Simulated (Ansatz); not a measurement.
FeCo (CsCl type, Pm-3m) under volume change, PBEsol (plane waves, PAW; program Ansatz), scaled uniformly.

```
V (Å³/atom)  E − E(relaxed) (meV/atom)  P (GPa)
-----------  -------------------------  -------
9.991                             71.2    25.55
10.320                            29.6    15.34
10.650                             6.9     6.95
10.979                             0.0     0.00
11.308                             6.1    -5.83
11.638                            23.5   -10.93
11.967                            50.6   -15.27
```

**Question.** What does a third-order Birch–Murnaghan fit give for V₀, B₀ and B′?

**Answer.** V₀ = 10.98 Å³/atom, B₀ = 216 GPa, B′ = 4.8.

The cell was relaxed with PBEsol under the symmetry of its start. Spin order of the final state: ferromagnetic, chosen from 5 collinear starts compared on coarse meshes (ties went to the first, and starts can fall back to one state), not a proven ground state. Textbook magnetic order: ferromagnetic.

Potentials: the earlier of the program's two PAW sets.
